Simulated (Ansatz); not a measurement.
(100) slab cut from the bulk of W, 15 Å of vacuum:

```
CELL_PARAMETERS angstrom
3.18355 0.00000 0.00000
0.00000 3.18355 0.00000
0.00000 0.00000 24.55065
ATOMIC_POSITIONS crystal
W 0.50000 0.50000 0.30549
W 0.00000 0.00000 0.37033
W 0.50000 0.50000 0.43516
W 0.00000 0.00000 0.50000
W 0.50000 0.50000 0.56484
W 0.00000 0.00000 0.62967
W 0.50000 0.50000 0.69451
```

These are results of Ansatz 0.2.0, DFT PBE, scalar-relativistic, plane waves, PAW, not measurements. Cutoff 420 eV; k points 11×11×1 on the computed 7-atom cell (Γ-centred); Gaussian smearing, width 0.10 eV; no spin polarisation. A dipole correction removes the field between periodic images along c.

This base run converges in 9 iterations with a largest force of 1.793 eV/Å and a work function of 4.18 eV on the top face.

Settings are then changed, some of them on purpose to poor values; changes count from the base run, and γ keeps the base's bulk energy.

Problem. What happens with no dipole correction, vacuum of 5 Å?

Solution. It converges in 9 iterations; ΔE at zero smearing (meV/atom) -25.0, Δγ (J/m²) -0.138, largest force (eV/Å) 1.622.

Problem. What happens with field of -0.3 V/Å along c?

Solution. It converges in 11 iterations; ΔE at zero smearing (meV/atom) -4.9, largest force (eV/Å) 1.804.

Problem. What happens with occupations fermi-dirac 0.3 eV?

Solution. It converges in 8 iterations; ΔE at zero smearing (meV/atom) +1.1, Δγ (J/m²) +0.006, Δφ top (eV) +0.08, largest force (eV/Å) 1.522.

Problem. What happens with cutoff 360 eV?

Solution. It converges in 9 iterations; ΔE at zero smearing (meV/atom) +1.7, Δφ top (eV) 0.00, largest force (eV/Å) 1.792.

Problem. What happens with the slab 1 repeat of the bulk cell thicker?

Solution. It converges in 9 iterations; ΔE at zero smearing (meV/atom) -92.7, Δγ (J/m²) +0.023, Δφ top (eV) +0.02, largest force (eV/Å) 1.791.

Settings at which electrons spill into the vacuum are left out.

Spin-orbit coupling is left out, which matters for the bands of heavy elements.
